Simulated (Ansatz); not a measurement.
Y2Si4Mo3:
```cif
data_Mo6Si8Y4
_chemical_formula_sum 'Y4 Si8 Mo6'
_space_group_name_H-M_alt 'P 1'
_space_group_IT_number 1
_cell_length_a 6.84612
_cell_length_b 6.91474
_cell_length_c 6.73521
_cell_angle_alpha 90.000
_cell_angle_beta 108.837
_cell_angle_gamma 90.000
loop_
_space_group_symop_operation_xyz
  'x, y, z'
loop_
_atom_site_label
_atom_site_type_symbol
_atom_site_fract_x
_atom_site_fract_y
_atom_site_fract_z
_atom_site_occupancy
Y1 Y 0.19118 0.82997 0.06269 1
Y2 Y 0.80882 0.17003 0.93731 1
Y3 Y 0.80882 0.32997 0.43731 1
Y4 Y 0.19118 0.67003 0.56269 1
Si1 Si 0.09066 0.45459 0.86919 1
Si2 Si 0.90934 0.54541 0.13081 1
Si3 Si 0.90934 0.95459 0.63081 1
Si4 Si 0.09066 0.04541 0.36919 1
Si5 Si 0.50567 0.63125 0.37273 1
Si6 Si 0.49433 0.36875 0.62727 1
Si7 Si 0.49433 0.13125 0.12727 1
Si8 Si 0.50567 0.86875 0.87273 1
Mo1 Mo 0.25032 0.16221 0.74871 1
Mo2 Mo 0.74968 0.83779 0.25129 1
Mo3 Mo 0.74968 0.66221 0.75129 1
Mo4 Mo 0.25032 0.33779 0.24871 1
Mo5 Mo 0.50000 0.50000 0.00000 1
Mo6 Mo 0.50000 0.00000 0.50000 1
```

Relaxed with r²SCAN.

**Question.** Which orbitals make up the states near the Fermi level in plane-wave PAW r²SCAN (Ansatz code)?

**Answer.** Within 0.5 eV of the Fermi level: Mo 4d 72 %, Y 4d 14 %, Si 3p 9 %. Projections are on Löwdin-orthogonalised atomic valence shells; empty p or d shells of many metals are not among them.

**Question.** Tabulate the density of states.

**Answer.** States/eV per cell of 18 atoms, in 0.25 eV bins, energy from the Fermi level.

| E (eV) | total | Mo 4d | Si 3p | Y 4d |
|---|---|---|---|---|
| -7.85 | 10.97 | 2.55 | 1.04 | 1.14 |
| -7.60 | 8.96 | 1.81 | 0.83 | 0.99 |
| -7.35 | 2.61 | 0.37 | 0.24 | 0.38 |
| -7.10 | 0.02 | 0.00 | 0.00 | 0.00 |
| -6.85 | 0.00 | 0.00 | 0.00 | 0.00 |
| -6.60 | 0.00 | 0.00 | 0.00 | 0.00 |
| -6.35 | 0.00 | 0.00 | 0.00 | 0.00 |
| -6.10 | 0.00 | 0.00 | 0.00 | 0.00 |
| -5.85 | 0.10 | 0.02 | 0.05 | 0.01 |
| -5.60 | 6.06 | 1.24 | 3.02 | 0.53 |
| -5.35 | 9.17 | 2.34 | 4.44 | 0.70 |
| -5.10 | 5.98 | 1.70 | 2.80 | 0.46 |
| -4.85 | 8.58 | 2.73 | 3.89 | 0.66 |
| -4.60 | 7.84 | 2.67 | 3.51 | 0.62 |
| -4.35 | 8.78 | 3.19 | 4.03 | 0.63 |
| -4.10 | 8.91 | 3.50 | 3.90 | 0.65 |
| -3.85 | 13.02 | 5.34 | 5.59 | 0.92 |
| -3.60 | 11.86 | 4.85 | 5.05 | 1.00 |
| -3.35 | 15.74 | 6.98 | 6.27 | 1.43 |
| -3.10 | 17.53 | 7.70 | 6.98 | 1.79 |
| -2.85 | 16.49 | 7.07 | 6.65 | 1.82 |
| -2.60 | 17.38 | 7.74 | 6.44 | 2.24 |
| -2.35 | 15.61 | 8.06 | 4.72 | 2.03 |
| -2.10 | 12.87 | 6.91 | 3.25 | 2.06 |
| -1.85 | 16.50 | 9.48 | 3.10 | 2.99 |
| -1.60 | 14.69 | 8.39 | 2.36 | 3.07 |
| -1.35 | 10.64 | 6.22 | 1.41 | 2.35 |
| -1.10 | 10.01 | 6.17 | 1.24 | 1.99 |
| -0.85 | 10.20 | 6.53 | 1.23 | 1.86 |
| -0.60 | 4.32 | 2.99 | 0.52 | 0.59 |
| -0.35 | 7.55 | 5.62 | 0.69 | 0.85 |
| -0.10 | 6.35 | 4.69 | 0.57 | 0.72 |
| 0.15 | 8.25 | 5.76 | 0.79 | 1.24 |
| 0.40 | 9.87 | 6.83 | 0.95 | 1.56 |
| 0.65 | 10.20 | 6.28 | 1.20 | 2.17 |
| 0.90 | 10.31 | 6.10 | 1.31 | 2.27 |
| 1.15 | 10.80 | 6.41 | 1.45 | 2.20 |
| 1.40 | 9.86 | 5.41 | 1.44 | 2.27 |
| 1.65 | 12.64 | 6.27 | 1.88 | 3.43 |
| 1.90 | 15.18 | 7.04 | 2.28 | 4.45 |
| 2.15 | 12.67 | 5.60 | 1.87 | 3.95 |
| 2.40 | 13.66 | 6.14 | 2.23 | 4.04 |
| 2.65 | 13.48 | 5.89 | 2.13 | 3.93 |
| 2.90 | 8.28 | 3.00 | 1.47 | 2.62 |
| 3.15 | 8.98 | 2.56 | 1.62 | 3.34 |
| 3.40 | 7.35 | 1.93 | 1.33 | 2.76 |
| 3.65 | 7.34 | 1.83 | 1.39 | 2.71 |
| 3.90 | 9.31 | 2.03 | 1.75 | 3.15 |
| 4.15 | 10.07 | 2.03 | 1.79 | 3.75 |
| 4.40 | 12.26 | 2.16 | 2.14 | 5.04 |
| 4.65 | 12.50 | 2.06 | 2.16 | 5.02 |

Space group P2_1/c. The first step of the workflow began from a Materials Project structure, measured or hypothetical; the Crystallography Open Database copy checked does not list it. Whether it is the stable phase at ambient conditions was not checked. The cell was relaxed with r²SCAN under the symmetry of its start; whether a distortion lowers the energy is not shown. The run is not spin-polarised. Spin–orbit coupling is left out wherever it is not named.

Potentials: the later of the program's two PAW sets.
